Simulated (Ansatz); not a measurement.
Cs3Bi:
```xyz
4
Lattice="0.0000 4.6842 4.6842 4.6842 0.0000 4.6842 4.6842 4.6842 0.0000" Properties=species:S:1:pos:R:3 pbc="T T T"
Cs     2.3421     2.3421     2.3421
Cs     7.0262     7.0262     7.0262
Cs     4.6842     4.6842     4.6842
Bi     0.0000     0.0000     0.0000
```

Relaxed with r²SCAN.

Map the electron localisation function on the plane through (0.250, 0.250, 0.250) spanned by u = [1, 0, 0] and v = [-1, 1, 1] in lattice vectors, from r²SCAN in the plane-wave PAW code Ansatz.

x is the fraction of u, y of v (the angle between them is 90°; rows are the nearest grid lines); atoms in the plane: Cs at (0.00, 0.00), Cs at (0.00, 0.50), Cs at (0.50, 0.25), Bi at (0.50, 0.75).
```
y \ x   0.000  0.0909  0.182  0.273  0.364  0.455  0.545  0.636  0.727  0.818  0.909   1.00
------  -----  ------  -----  -----  -----  -----  -----  -----  -----  -----  -----  -----
1.00    0.000   0.703  0.820  0.068  0.171  0.324  0.324  0.172  0.068  0.820  0.703  0.000
0.925   0.819   0.877  0.470  0.085  0.585  0.655  0.655  0.585  0.085  0.470  0.878  0.819
0.850   0.640   0.333  0.065  0.497  0.519  0.434  0.434  0.519  0.497  0.065  0.333  0.640
0.775   0.019   0.046  0.433  0.604  0.433  0.078  0.079  0.433  0.604  0.433  0.046  0.019
0.700   0.049   0.039  0.266  0.601  0.434  0.207  0.207  0.434  0.601  0.266  0.039  0.049
0.625   0.843   0.683  0.088  0.338  0.588  0.479  0.479  0.588  0.338  0.088  0.683  0.843
0.550   0.388   0.840  0.673  0.060  0.498  0.660  0.660  0.498  0.060  0.673  0.840  0.388
0.450   0.388   0.870  0.806  0.050  0.029  0.053  0.053  0.029  0.050  0.806  0.870  0.388
0.375   0.843   0.772  0.223  0.019  0.547  0.827  0.827  0.546  0.019  0.225  0.772  0.843
0.300   0.049   0.032  0.013  0.365  0.890  0.617  0.611  0.890  0.365  0.013  0.032  0.049
0.225   0.019   0.017  0.014  0.481  0.894  0.166  0.164  0.894  0.480  0.014  0.017  0.019
0.150   0.640   0.487  0.050  0.057  0.773  0.892  0.892  0.773  0.057  0.050  0.487  0.640
0.0750  0.819   0.904  0.732  0.026  0.045  0.181  0.181  0.045  0.026  0.732  0.904  0.819
0.000   0.000   0.703  0.820  0.068  0.171  0.324  0.324  0.172  0.068  0.820  0.703  0.000
```

The density is the valence pseudo-density with augmentation charge, so density and ELF within about 1 Å of a nucleus are not all-electron values.

Space group Fm-3m. The first step of the workflow began from a Materials Project structure, measured or hypothetical; the Crystallography Open Database copy checked does not list it. With Cs and Bi taken as one species the cell has the higher symmetry Im-3m, so it may be an ordered model of a mixed-site phase. Whether it is the stable phase at ambient conditions was not checked. The cell was relaxed with r²SCAN under the symmetry of its start; of distortions, only those at the zone centre were tested. Spin–orbit coupling is left out wherever it is not named.

Potentials: the later of the program's two PAW sets.
